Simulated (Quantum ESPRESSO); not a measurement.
**Band energies of CaHI**

```
CELL_PARAMETERS angstrom
      3.97972     0.00000     0.00000
      0.00000     3.97972     0.00000
      0.00000     0.00000     8.59086
ATOMIC_POSITIONS crystal
  H  0.50000 0.50000 0.00000
  H  0.00000 0.00000 0.00000
  Ca 0.00000 0.50000 0.13827
  Ca 0.50000 0.00000 0.86173
  I  0.00000 0.50000 0.67974
  I  0.50000 0.00000 0.32026
```

PBEsol (Quantum ESPRESSO, PseudoDojo norm-conserving, 72 Ry, with spin-orbit coupling); path ΓXMΓZRAZ,XR,MA; energies in eV from the valence-band maximum.

| k (1/Å) | point | band 36 | band 37 | band 38 | band 39 | band 40 | band 41 | band 42 | band 43 |
|---|---|---|---|---|---|---|---|---|---|
| 0.00 | Γ | -0.40 | 3.10 | 3.10 | 3.35 | 3.35 | 4.17 | 4.17 | 4.20 |
| 0.39 |  | -0.53 | 3.22 | 3.22 | 3.59 | 3.59 | 3.86 | 3.86 | 4.16 |
| 0.79 | X | -0.53 | 3.39 | 3.39 | 3.39 | 3.39 | 4.17 | 4.17 | 4.17 |
| 0.99 |  | -0.75 | 3.44 | 3.44 | 3.44 | 3.44 | 4.21 | 4.21 | 4.26 |
| 1.58 | M | -1.73 | 2.73 | 2.73 | 2.73 | 2.73 | 5.25 | 5.25 | 5.25 |
| 2.14 |  | -0.82 | 3.67 | 3.67 | 3.72 | 3.72 | 3.76 | 3.76 | 4.61 |
| 2.70 | Γ | -0.40 | 3.10 | 3.10 | 3.35 | 3.35 | 4.17 | 4.17 | 4.20 |
| 2.70 | Z | 0.00 | 3.02 | 3.02 | 3.63 | 3.63 | 4.10 | 4.10 | 4.17 |
| 3.01 |  | -0.20 | 3.50 | 3.50 | 3.60 | 3.60 | 3.93 | 3.93 | 4.06 |
| 3.48 | R | -0.67 | 3.86 | 3.86 | 3.86 | 3.86 | 4.27 | 4.27 | 4.27 |
| 3.96 |  | -1.38 | 3.70 | 3.70 | 3.75 | 3.75 | 4.13 | 4.13 | 4.14 |
| 4.27 | A | -1.72 | 3.63 | 3.63 | 3.63 | 3.63 | 4.05 | 4.05 | 4.05 |
| 4.43 |  | -1.52 | 3.56 | 3.56 | 3.74 | 3.74 | 4.01 | 4.01 | 4.16 |
| 4.91 |  | -0.55 | 3.43 | 3.43 | 4.17 | 4.17 | 4.22 | 4.22 | 4.31 |
| 5.39 | Z | 0.00 | 3.02 | 3.02 | 3.63 | 3.63 | 4.10 | 4.10 | 4.17 |
| 5.39 | X | -0.53 | 3.39 | 3.39 | 3.39 | 3.39 | 4.17 | 4.17 | 4.17 |
| 5.76 | R | -0.67 | 3.86 | 3.86 | 3.86 | 3.86 | 4.27 | 4.27 | 4.27 |
| 5.76 | M | -1.73 | 2.73 | 2.73 | 2.73 | 2.73 | 5.25 | 5.25 | 5.25 |
| 6.12 | A | -1.72 | 3.63 | 3.63 | 3.63 | 3.63 | 4.05 | 4.05 | 4.05 |

The PBEsol gap is indirect, 2.73 eV, from Z to M; the smallest direct gap is 3.02 eV.

Geometry relaxed with PBE+D3(BJ).
